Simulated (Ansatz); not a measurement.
Question: Write an Ansatz input for a full relaxation of cell and atoms of RuF2 with PBEsol (scalar-relativistic), a cutoff of 420 eV (density cutoff 4 times that), a Γ-centred 12×12×10 mesh and Gaussian smearing of 0.05 eV, without spin polarisation. Stop at forces under 0.01 eV/Å and stress under 0.04 GPa, or after 60 steps. Forces, stress and eigenvalues are wanted. The structure:
```
Ru F
1.0
     2.5143342813   -1.5413369283    0.0000000000
     2.5143342813    1.5413369283    0.0000000000
    -0.0024753929    0.0000000000    3.5457385912
Ru F
1 2
Direct
  0.0000000000 0.0000000000 0.0000000000
  0.6879000000 0.6879000000 0.2889000000
  0.3121000000 0.3121000000 0.7111000000
```

Answer: 
```yaml
crystal:
  lattice:
    - [2.5143342813, -1.5413369283, 0.0]
    - [2.5143342813, 1.5413369283, 0.0]
    - [-0.0024753929, 0.0, 3.5457385912]
  atoms:
    - { symbol: Ru, position: [0.0, 0.0, 0.0] }
    - { symbol: F, position: [0.6879, 0.6879, 0.2889] }
    - { symbol: F, position: [0.3121, 0.3121, 0.7111] }
basis:
  ecutwfc: 420
  ecutrho_ratio: 4
kpoints:
  mp_grid: { grid: [12, 12, 10] }
hamiltonian:
  xc: pbesol
scf:
  occupations: { method: gaussian, width: 0.05 }
output:
  forces: true
  stress: true
  eigenvalues: true
relax:
  f_tol: 0.01
  max_steps: 60
  cell: { stress_tol: 0.04 }
```

Run as written, it has 30 valence electrons, 747 plane waves at Γ (in the final cell), 4 symmetry operations and 398 irreducible k-points; it took 179 SCF iterations in all. It took of the order of 13 core-minutes on a shared host.

The cell came from substitution into a structure type; whether the compound takes it is for experiment to say.
